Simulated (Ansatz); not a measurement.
The calculation used DFT PBE, scalar-relativistic, plane waves, PAW (Ansatz). Settings: cutoff 420 eV, Γ-centred meshes spaced at most about 0.3 Å⁻¹, and about 0.25 Å⁻¹ or finer for metals (2π included), Gaussian smearing. No spin polarisation in the final relaxations.

Temperature and zero-point effects are left out.

Two relaxed structures of BiTe:

A.

```xyz
2
Lattice="4.1413 0.0000 0.0000 -2.0706 3.5864 0.0000 0.0000 0.0000 4.4534" Properties=species:S:1:pos:R:3 pbc="T T T"
Bi    0.0000    2.3910    2.2267
Te    0.0000    0.0000    0.0000
```

B.

```xyz
2
Lattice="0.0000 3.2519 3.2519 3.2519 0.0000 3.2519 3.2519 3.2519 0.0000" Properties=species:S:1:pos:R:3 pbc="T T T"
Bi    0.0000    0.0000    0.0000
Te    3.2519    3.2519    3.2519
```

Question: Which is lower in energy, and by how much?

Answer: B is lower, by 73 meV/atom. A has the tungsten carbide type, space group P-6m2 (No. 187), 33.1 Å³/atom and no gap on its mesh; B has the rock salt type, space group Fm-3m (No. 225), 34.4 Å³/atom and no gap. Counting Te atoms around Bi (those within 1.25 times the shortest such distance or 1.15 times the sum of covalent radii), A and B both have Bi 6. The lower one is the more open, so pressure narrows the difference. Origin: A was invented; B is a cell as deposited in COD, relaxed. A third cell relaxed alike, in R-3m (a Materials Project cell), lies 4 meV/atom below the lower of the two.

Spin–orbit coupling, which can matter for Bi and Te, is left out. In P-6m2, Fm-3m an odd number of electrons in the primitive cell allows no gap without spin; a larger cell or a magnetic state could open one. A magnetic state wasn't ruled out in cells without spin, among them P-6m2, Fm-3m. Cells relaxed within their symmetry can be saddle points.
